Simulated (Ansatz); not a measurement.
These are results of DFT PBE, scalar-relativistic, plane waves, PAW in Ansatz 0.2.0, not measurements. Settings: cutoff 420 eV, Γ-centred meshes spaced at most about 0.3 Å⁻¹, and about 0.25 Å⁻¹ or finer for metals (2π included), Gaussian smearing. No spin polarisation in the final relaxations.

These are static total energies at zero pressure.

Two forms of Sc2InAs3 were relaxed alike.

A.

```
CELL_PARAMETERS angstrom
2.73117 1.57684 5.11364
-2.73117 1.57684 5.11364
0.00000 -3.15369 5.11364
ATOMIC_POSITIONS crystal
Sc 0.60304 0.60304 0.60304
Sc 0.39696 0.39696 0.39696
In 0.00000 0.00000 0.00000
As 0.50000 0.00000 0.00000
As 0.00000 0.50000 0.00000
As 0.00000 0.00000 0.50000
```

B.

```
CELL_PARAMETERS angstrom
6.79872 0.00000 0.00000
-3.39936 5.88786 0.00000
0.00000 0.00000 6.66152
ATOMIC_POSITIONS crystal
Sc 0.33333 0.66667 0.00000
Sc 0.66667 0.33333 0.50000
Sc 0.66667 0.33333 0.00000
Sc 0.33333 0.66667 0.50000
In 0.00000 0.00000 0.00000
In 0.00000 0.00000 0.50000
As 0.35304 0.00000 0.25000
As 0.35304 0.35304 0.75000
As 0.00000 0.35304 0.25000
As 0.64696 0.00000 0.75000
As 0.64696 0.64696 0.25000
As 0.00000 0.64696 0.75000
```

Problem. Which would you expect to be lower, and how large is the difference?

Solution. B is lower, by 0.68 eV/atom. A has space group R-3m (No. 166), 22.0 Å³/atom and no gap on its mesh; B has space group P6_3/mcm (No. 193), 22.2 Å³/atom and no gap. Counting As atoms around In and Sc (those within 1.25 times the shortest such distance or 1.15 times the sum of covalent radii; a plus sign parts nearer from farther groups), A has Sc 6+3, In 6 and B has Sc 6, In 6. In A, Sc is surrounded by 6 As at 3.16 Å, 1 Sc at 3.16 Å, 3 In at 3.30 Å, 3 Sc at 3.71 Å and 3 As at 3.87 Å; In is surrounded by 6 As at 3.00 Å and 6 Sc at 3.30 Å; around As lie 4 As at 2.73 Å, 2 In at 3.00 Å, 4 Sc at 3.16 Å and 2 Sc at 3.87 Å. In B, around Sc lie 6 As at 2.76 Å; around In lie 6 As at 2.92 Å and 2 In at 3.33 Å; As has 4 Sc at 2.76 Å and 2 In at 2.92 Å. Both come from invented guesses.

Cells relaxed within their symmetry can be saddle points.
